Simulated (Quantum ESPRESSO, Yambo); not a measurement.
Sr2MgH6 (space group P-3m1, No. 164). The geometry is that of Materials Project entry mp-644225, symmetrised and not relaxed again. Chain: LDA (pw.x of Quantum ESPRESSO, ONCV potentials, without SOC); G0W0 in Yambo (3×3×4 Γ-centred k mesh, bands 5 to 155 and a 7 Ry block in the screening, 155 bands in G with the Bruneval-Gonze terminator, plasmon pole fitted at 27.2 eV); BSE (6×6×6 mesh, 6 valence and 10 conduction bands, static screening with 58 bands and a 3 Ry block, scissor 1.85 eV, Tamm-Dancoff).

```
Item                                                                        Value
--------------------------------------------  -----------------------------------
LDA gap (dense path)                                                      2.40 eV
LDA gap K → Γ on the GW mesh                                              2.41 eV
LDA smallest direct gap on the GW mesh, at Γ                              2.83 eV
G0W0 direct gap at that point                                             4.69 eV
G0W0 correction to the gap K → Γ                                          1.87 eV
lowest exciton                                no binding energy given (see below)
```

Rough cost of the Yambo steps against G0W0 for 8 states: BSE about 3×.

Nearest settings tried, and what they do to the gap: 100 bands in G: -4 meV; 100 bands in W, 100 bands in G: -18 meV; 3 Ry block (71 vectors against 253): -261 meV; 3×3×2 mesh: -19 meV. So the settings aren't converged at that level. The BSE states are vertical excitations (zero momentum); the indirect quasiparticle gap, about 4.27 eV, is smaller than the direct one (4.69 eV on the GW mesh). The lowest state covers only about 1 of the 216 k points, so the mesh doesn't resolve it: its energy and its distance from the direct gap are mesh artefacts. An extended exciton needs a far denser mesh. Axes are Cartesian, with cell vectors (Å) (5.48, 0.00, 0.00), (-2.74, 4.74, 0.00), (0.00, 0.00, 4.19).

The structure is a Materials Project entry; no match was found in the copy of COD used, and its stability was not checked.
